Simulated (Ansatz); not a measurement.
LaMoN3:
```
LaMoN3
1.0
    2.82518     1.63112     4.59168
   -2.82518     1.63112     4.59168
    0.00000    -3.26224     4.59168
La Mo N
2 2 6
Direct
  0.74212   0.74212   0.74212
  0.24212   0.24212   0.24212
  0.48964   0.48964   0.48964
  0.98964   0.98964   0.98964
  0.81552   0.70795   0.26309
  0.26309   0.81552   0.70795
  0.70795   0.26309   0.81552
  0.76309   0.20795   0.31552
  0.20795   0.31552   0.76309
  0.31552   0.76309   0.20795
```

x, y and z are the axes in which the lattice vectors are written.

Give the high-frequency dielectric tensor and the Born effective charge tensors of the independent atoms from DFPT, PBEsol (plane waves, PAW; program Ansatz).


ε∞:
```
16.5  0.00  0.00
0.00  16.5  0.00
0.00  0.00  12.1
```
Z* of atom 1 (La), rows: field, columns: displacement, in e:
```
 4.71  -0.63   0.00
 0.63   4.71   0.00
 0.00   0.00   4.04
```
Z* of atom 3 (Mo), rows: field, columns: displacement, in e:
```
 9.97  -0.83   0.00
 0.83   9.97   0.00
 0.00   0.00   5.26
```
Z* of atom 5 (N), rows: field, columns: displacement, in e:
```
-2.95   0.37   0.13
 0.76  -6.84  -1.67
 0.31  -1.42  -3.10
```

Space group R3c. The workflow started from a Materials Project entry (that database holds measured and hypothetical structures alike); the Crystallography Open Database copy checked does not list it. Its standing as an ambient phase is unchecked. The PBEsol relaxation kept the symmetry of its start; whether a distortion lowers the energy is not shown. The run is not spin-polarised. Scalar-relativistic: spin–orbit coupling is off unless named, which matters more the heavier the elements.

Potentials: the later of the program's two PAW sets.
